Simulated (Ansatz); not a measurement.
Nb2GaC:
```
Nb2GaC
1.0
    3.13852     0.00000     0.00000
   -1.56926     2.71804     0.00000
    0.00000     0.00000    13.54967
Nb Ga C
4 2 2
Direct
  0.66667   0.33333   0.90989
  0.33333   0.66667   0.09011
  0.33333   0.66667   0.40989
  0.66667   0.33333   0.59011
  0.66667   0.33333   0.25000
  0.33333   0.66667   0.75000
  0.00000   0.00000   0.00000
  0.00000   0.00000   0.50000
```

Relaxed with r²SCAN. Special points in fractions of this cell's reciprocal vectors: Γ (0.000, 0.000, 0.000); M (0.500, 0.000, 0.000); K (0.333, 0.333, 0.000); A (0.000, 0.000, 0.500); L (0.500, 0.000, 0.500); H (0.333, 0.333, 0.500).

Q: List the band energies nearest the Fermi level at these points for DFT-r²SCAN in the program Ansatz with PAW potentials.

A: In eV from the Fermi level; about four levels below and three above (degenerate sets whole), none deeper than 8.9 eV; points with the same levels are listed once.

```tsv
k	below	above
Γ	-0.44 -0.44 -0.40 -0.40	0.90 0.90 1.10 1.10
M	-3.11 -2.91 -1.78 -1.65	1.25 1.71 1.95
K	-1.79 -1.79 -1.34 -0.01	0.77 0.77 1.81 1.81
A	-0.42 -0.42 -0.42 -0.42	1.00 1.00 1.00 1.00
L	-3.06 -3.06 -1.71 -1.71	1.56 1.56 1.94 1.94
H	-1.68 -1.68 -0.71 -0.71	0.69 0.69 2.21 2.21
```

Space group P6_3/mmc. The workflow started from a Materials Project entry (that database holds measured and hypothetical structures alike); the Crystallography Open Database copy checked does not list it. Whether it is the stable phase at ambient conditions was not checked. Symmetry was held in the r²SCAN relaxation; of distortions, only those at the zone centre were tested. No spin polarisation was allowed. Spin–orbit coupling is left out wherever it is not named.

Potentials: the later of the program's two PAW sets.
